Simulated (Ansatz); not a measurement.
B (bcc (W type), Im-3m) at seven volumes, the program Ansatz at the PBE level (PAW), scaled uniformly. One row is withheld.

```
V (Å³/atom)  P (GPa)
-----------  -------
5.582          26.70
5.766          16.46
5.950              ?
6.134           0.00
6.318          -6.51
6.502         -11.80
6.686         -15.81
```

Task: Fit the shown pressures and predict the withheld one.

Result: P = (3/2)B₀(x^(7/2) − x^(5/2))[1 + (3/4)(B′ − 4)(x − 1)] with x = (V₀/V)^(2/3). Least squares on the six rows gives V₀ = 6.132 Å³/atom, B₀ = 228 GPa, B′ = 4.81. At V = 5.950, x = 1.0203 and P = 7.39 GPa. The run itself gave 7.63 GPa.

A made-up cell: these elements were put on the sites of a structure type; neither database checked (COD, Materials Project) lists it. It is not the phase usual at ambient conditions (space group No. 166). The cell was relaxed with PBE under the symmetry of its start; whether a distortion lowers the energy is not shown.

Potentials: the earlier of the program's two PAW sets.
